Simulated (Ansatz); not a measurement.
# CeB (rocksalt structure)

Method: PBE+U (U_eff = 5 eV on Ce 4f), scalar-relativistic; collinear spin; PAW, 420 eV, 10×10×10 k-mesh, Gaussian smearing of 0.05 eV; code Ansatz; PAW files: Ansatz's generated set soft_2.

```
Ce B
1.0
     0.00000    2.81472    2.81472
     2.81472    0.00000    2.81472
     2.81472    2.81472    0.00000
Ce B
1 1
Direct
  0.50000 0.50000 0.50000
  0.00000 0.00000 0.00000
```

The start was a prototype's sites filled with these elements, not a measured cell.

Magnetic state: ferromagnetic, site spin moments Ce 1.14; B 0.46 μB.

**Question.** Which orbitals carry the states at the Fermi level, and how many states are there?

**Answer.** Within 0.1 eV of it: B 2p 48 %, Ce 5d 45 % (shares among the projected shells). The density of states at the Fermi level is about 2.8 states/eV per cell, averaged over 0.3 eV.

Density of states (tetrahedra, averaged over 0.4 eV; states/eV per cell of 2 atoms; energy in eV from the Fermi level; projections on Löwdin-orthogonalised atomic orbitals, summed over sites):

```tsv
E	total	Ce 4f up	B 2p	Ce 5d up	Ce 5d down	Ce 4f down
-6.45	0.1	0.0	0.0	0.0	0.0	0.0
-6.05	0.4	0.0	0.0	0.1	0.0	0.0
-5.65	0.9	0.0	0.0	0.2	0.0	0.0
-5.25	1.3	0.0	0.0	0.2	0.1	0.0
-4.85	1.2	0.0	0.0	0.1	0.3	0.0
-4.45	0.8	0.0	0.0	0.0	0.2	0.0
-4.05	0.2	0.0	0.0	0.0	0.0	0.0
-3.65	0.0	0.0	0.0	0.0	0.0	0.0
-3.25	0.0	0.0	0.0	0.0	0.0	0.0
-2.85	0.1	0.0	0.0	0.0	0.0	0.0
-2.45	0.4	0.1	0.1	0.1	0.0	0.0
-2.05	1.2	0.5	0.4	0.2	0.0	0.0
-1.65	2.3	1.5	0.4	0.2	0.1	0.0
-1.25	1.5	0.2	0.6	0.3	0.2	0.0
-0.85	2.1	0.1	1.0	0.6	0.2	0.0
-0.45	3.3	0.1	1.6	1.1	0.4	0.0
-0.05	2.8	0.0	1.3	0.3	0.9	0.0
0.35	2.4	0.0	1.2	0.2	0.9	0.0
0.75	0.9	0.0	0.5	0.1	0.2	0.0
1.15	0.6	0.0	0.3	0.1	0.1	0.0
1.55	0.6	0.1	0.3	0.2	0.1	0.0
1.95	0.8	0.1	0.3	0.3	0.1	0.1
2.35	1.1	0.2	0.2	0.3	0.2	0.1
2.75	1.5	0.4	0.2	0.4	0.3	0.1
3.15	2.3	1.0	0.2	0.4	0.4	0.3
3.55	8.3	6.8	0.1	0.4	0.4	0.6
3.95	8.8	4.3	0.1	0.3	0.4	3.7
```

With a Hubbard U or exact exchange the result depends on the state in which the open shell ends, and a lower one can't be excluded. No spin–orbit coupling, a notable omission for heavy elements. The order of the orbitals lowers the symmetry, along an axis that is one of several equivalent ones. Site moments are of spin, integrated over atomic spheres. A U this large suits insulating oxides and halides; in metallic or weakly ionic compounds it tends to overlocalise the f shell and to swell the cell, often by several per cent. Moments, order and f weight that it makes in a metal aren't predictions.

The state of the open shells isn't shown to be the lowest, and forces and pressures are less sure for it.
